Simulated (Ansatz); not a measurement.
Relaxed-ion elastic tensor of HgPt (L1₀ or tetragonal B2, space group No. 123) in GPa (Voigt order), LDA (plane waves, PAW; program Ansatz); density 19.62 g/cm³, 16.74 Å³ per atom.

```
 268   141   176   0.0   0.0   0.0
 141   268   176   0.0   0.0   0.0
 176   176   237   0.0   0.0   0.0
 0.0   0.0   0.0  49.0   0.0   0.0
 0.0   0.0   0.0   0.0  49.0   0.0
 0.0   0.0   0.0   0.0   0.0  29.0
```

Task: Is the crystal mechanically stable?

Result: Yes: the smallest eigenvalue of C is 29.0 GPa.

Task: Work out the Voigt, Reuss and Hill averages.

Result: K_V = 195, K_R = 195, K_H = 195; G_V = 44.1, G_R = 40.1, G_H = 42.1 GPa.

Task: Give Young's modulus, Poisson's ratio, Pugh's ratio and the universal anisotropy index.

Result: E = 9KG/(3K + G) = 118 GPa; ν = 0.40; K/G = 4.64 (ductile by the Pugh limit of 1.75); A_U = 5G_V/G_R + K_V/K_R − 6 = 0.49.

Task: Estimate the sound speeds and the Debye temperature.

Result: v_l = √((K + 4G/3)/ρ) = 3580 m/s, v_t = √(G/ρ) = 1460 m/s, mean 1660 m/s; Θ = (h/k)(3n/4πV)^(1/3) v_m = 193 K.

Task: How much does each axis shrink under pressure?

Result: Linear compressibilities β_i = Σ_j S_ij (j = 1 to 3): x 1.7, y 1.7, z 1.6 per TPa.

Space group P4/mmm (L1₀ or tetragonal B2). The workflow started from an entry of the Crystallography Open Database (COD). Its standing as an ambient phase is unchecked. The cell was relaxed with LDA under the symmetry of its start; of distortions, only those at the zone centre were tested. The run is not spin-polarised. As this level gives no gap, shear constants depend on the k-mesh and smearing (Fermi–Dirac, 0.1 eV here). Spin–orbit coupling is left out wherever it is not named.

Potentials: the later of the program's two PAW sets.
